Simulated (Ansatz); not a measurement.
Lu (hcp, Mg type)

```
CELL_PARAMETERS angstrom
      3.44496     0.00000     0.00000
     -1.72248     2.98343     0.00000
      0.00000     0.00000     5.34875
ATOMIC_POSITIONS crystal
  Lu 0.33333 0.66667 0.75000
  Lu 0.66667 0.33333 0.25000
```

The slice is a (0001) plane (indices of the conventional cell) through the point (0.333, 0.667, 0.750) (fractional), spanned by u = [110] and v = [1 -1 0] in vectors of this cell: u (3.44 Å) and v (5.97 Å, at 90° to u). It covers one period; positions are fractions (u, v).

The numbers are results of PBEsol (plane waves to 420 eV, PAW, scalar-relativistic; Ansatz, a quantum-chemistry and plane-wave program), not measurements. k mesh 16×16×9. Near the nuclei the fields are pseudised (PAW); where an atom keeps semicore shells as valence, they peak there. Lu is run without spin polarisation. Lu was relaxed with its symmetry unable to fall. The PAW data are Ansatz's earlier set.

### Question
What is the valence density on the shortest Lu–Lu line in this plane (3.44 Å), at its midpoint?

### Answer
0.12 e/Å³.

### Question
What is the ELF at the midpoint of the shortest Lu–Lu line in this plane (3.44 Å)?

### Answer
0.24.

### Question
Predict the map of the electrostatic potential energy of an electron, from the cell's mean on the slice.

### Answer
```tsv
v \ u	0.00	0.12	0.25	0.38	0.50	0.62	0.75	0.88
0.93	x	x	x	5.0	8.1	5.0	x	x
0.86	x	x	1.7	7.6	9.3	7.6	1.7	x
0.79	3.2	4.5	6.7	8.3	8.7	8.3	6.7	4.5
0.71	8.3	7.9	6.7	4.6	3.5	4.6	6.7	7.9
0.64	8.8	7.1	1.5	x	x	x	1.5	7.1
0.57	7.8	4.7	x	x	x	x	x	4.7
0.50	7.3	3.4	x	x	x	x	x	3.4
0.43	8.1	5.0	x	x	x	x	x	5.0
0.36	9.3	7.6	1.7	x	x	x	1.7	7.6
0.29	8.7	8.3	6.7	4.5	3.2	4.5	6.7	8.3
0.21	3.5	4.6	6.7	7.9	8.3	7.9	6.7	4.6
0.14	x	x	1.5	7.1	8.8	7.1	1.5	x
0.07	x	x	x	4.7	7.8	4.7	x	x
0.00	x	x	x	3.4	7.3	3.4	x	x
```

Values: electrostatic potential energy of an electron, from the cell's mean, in eV. Points within 1 Å of a nucleus are blanked (x), as the pseudised field means little there. Values under 1 eV are set to 1. The zero, the cell's mean, hangs on the PAW cores.
